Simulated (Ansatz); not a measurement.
In the program Ansatz at the r²SCAN level (PAW), C in the tetragonal phase (P4_32_12; C on 4a, C on 8b) relaxes to a = 3.796 Å, c = 4.672 Å.

The Kohn–Sham gap is 5.37 eV (indirect). The valence maximum lies on the M–Γ line, 40 % of the way from M and the conduction minimum at Γ. HSE06 on the same cell gives 6.27 eV. Electrons at the band edge weigh 0.40, 0.43, 0.43 mₑ (principal values). The hole mass is 0.42, 2.0, 2.7 mₑ (principal values).

An equation-of-state fit gives a bulk modulus of 4080 kbar. The relaxed-ion elastic constants in GPa are C11 = 1200, C12 = 51.4, C13 = 75.5, C33 = 923, C44 = 488, C66 = 542. The elastic constants imply a Debye temperature near 2190 K.

The start of the workflow was typed in or built on a structure type; neither database checked (COD, Materials Project) lists it. It is not the phase usual at ambient conditions (space group No. 194, 227). Symmetry was held in the r²SCAN relaxation; whether a distortion lowers the energy is not shown.

Potentials: the earlier of the program's two PAW sets.
